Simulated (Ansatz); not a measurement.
Relaxed candidate structures of GaSb:

A. P-6m2 (No. 187), hP2, AFLOW prototype AB_hP2_187_d_a (B_h, as in WC); a = b = 3.959 Å, c = 3.532 Å, α = β = 90.00°, γ = 120.00°; Ga 1a (0.000, 0.000, 0.000); Sb 1d (0.333, 0.667, 0.500)

B. Cmcm (No. 63), oS8; a = 5.6330 Å, b = 6.2744 Å, c = 5.1586 Å, α = 90.00°, β = 90.00°, γ = 90.00°; Ga 4c (0.000, 0.124, 0.250); Sb 4c (0.000, 0.671, 0.250)

C. P6₃/mmc (No. 194), hP4; a = b = 4.7018 Å, c = 5.7961 Å, α = β = 90.00°, γ = 120.00°; Ga 2c (0.333, 0.667, 0.250); Sb 2d (0.667, 0.333, 0.250)

**Question.** Rank these by energy per atom (lowest first), as PBEsol (plane waves to 420 eV, PAW, scalar-relativistic; Ansatz, an electronic-structure program) gives it.

**Answer.** B (reference), A (+0.09 eV/atom), C (+0.12 eV/atom)

The lowest structure calculated, F-43m, cF8, zinc blende type, is not among these; it lies 0.12 eV/atom below the lowest of them. Probably no minimum, since a slightly shaken restart fell lower: P6₃/mmc, hP4 (by 0.12 eV/atom, to Cmcm). 2 runs with a doubtful electronic state, a coarser numerical grid, an end not at rest or a source that can't be used are left out. Each run could gain symmetry but not lose that of its start, so entries can be saddle points. All of these are generated cells (placed on structure types, drawn at random, substituted or restacked) that were not matched to a known phase here. Energies are at zero temperature and pressure, without zero-point motion. Each cell has its own k-point mesh; energy differences are given only to the digits this allows. No spin polarisation in the result.
